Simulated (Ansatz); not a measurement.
Nb$_{3}$Si$_{2}$:
```xyz
10
Lattice="6.7325 0.0000 0.0000 0.0000 6.7325 0.0000 0.0000 0.0000 3.5024" Properties=species:S:1:pos:R:3 pbc="T T T"
Nb     3.3662     3.3662     0.0000
Nb     0.0000     0.0000     0.0000
Nb     4.5222     1.1559     1.7512
Nb     2.2103     5.5765     1.7512
Nb     5.5765     4.5222     1.7512
Nb     1.1559     2.2103     1.7512
Si     0.8566     4.2229     0.0000
Si     5.8759     2.5096     0.0000
Si     2.5096     0.8566     0.0000
Si     4.2229     5.8759     0.0000
```

Relaxed with r²SCAN. Special points in fractions of this cell's reciprocal vectors: Γ (0.000, 0.000, 0.000); X (0.000, 0.500, 0.000); M (0.500, 0.500, 0.000); Z (0.000, 0.000, 0.500); R (0.000, 0.500, 0.500); A (0.500, 0.500, 0.500).

### Question
List the band energies nearest the Fermi level at these points for r²SCAN (plane waves, PAW; program Ansatz).

### Answer
In eV from the Fermi level; about four levels below and three above (degenerate sets whole), none deeper than 8.9 eV; points with the same levels are listed once.

| k | below | above |
|---|---|---|
| Γ | -0.62 -0.51 -0.23 -0.23 | 0.73 0.92 0.93 |
| X | -0.51 -0.51 -0.05 -0.05 | 0.30 0.30 0.57 0.57 |
| M | -1.48 -1.48 -0.09 -0.09 | 0.50 0.50 0.68 0.68 |
| Z | -0.72 -0.72 -0.55 -0.25 | 2.18 2.42 2.42 |
| R | -2.04 -2.04 -1.05 -1.05 | 0.37 0.37 1.20 1.20 |
| A | -2.15 -2.15 -2.00 -2.00 | 0.57 0.57 2.08 2.08 |

Space group P4/mbm. The workflow started from a Materials Project entry (that database holds measured and hypothetical structures alike); the Crystallography Open Database copy checked does not list it. Whether it is the stable phase at ambient conditions was not checked. The cell was relaxed with r²SCAN under the symmetry of its start; whether a distortion lowers the energy is not shown. No spin polarisation was allowed. Spin–orbit coupling is left out wherever it is not named.

Potentials: the later of the program's two PAW sets.
